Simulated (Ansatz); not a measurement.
SiO2 (alpha-cristobalite type, space group P4_12_12)

```xyz
12
Lattice="5.0828 0.0000 0.0000 0.0000 5.0828 0.0000 0.0000 0.0000 7.0981" Properties=species:S:1:pos:R:3 pbc="T T T"
Si     1.4946     1.4946     0.0000
Si     4.0360     1.0468     5.3235
Si     1.0468     4.0360     1.7745
Si     3.5882     3.5882     3.5490
O      1.2255     0.4771     1.2382
O      3.7669     2.0642     4.0854
O      1.3159     3.0185     0.5363
O      3.8573     4.6056     4.7872
O      4.6056     3.8573     2.3108
O      2.0642     3.7669     3.0127
O      3.0185     1.3159     6.5617
O      0.4771     1.2255     5.8599
```

Calculation: PBE (plane waves to 420 eV, PAW, scalar-relativistic; Ansatz, a first-principles code). Harmonic phonons by density-functional perturbation theory on a 6×6×4 k mesh, in cm⁻¹; i marks imaginary ones, q is in fractions of the reciprocal vectors of the cell shown, and the three acoustic modes at Γ are left out. The non-analytic (LO-TO) term is not included, so polar modes at Γ have their transverse values. SiO2 was relaxed with its symmetry unable to fall. The PAW data are Ansatz's earlier set.

Task: Does any mode at Γ come out imaginary?

Result: No imaginary mode at these points (lowest 34 cm⁻¹ at Γ); other wave vectors were not tested.

Task: Predict the phonon wavenumbers at Γ.

Result: 
```tsv
q	wavenumbers (cm⁻¹)
Γ	34, 107, 132 (×2), 205, 256 (×2), 271, 281, 345, 357, 357 (×2), 381, 409, 437 (×2), 460, 586 (×2), 749, 753, 753, 757 (×2), 1042, 1045 (×2), 1046, 1047, 1106, 1168 (×2)
```
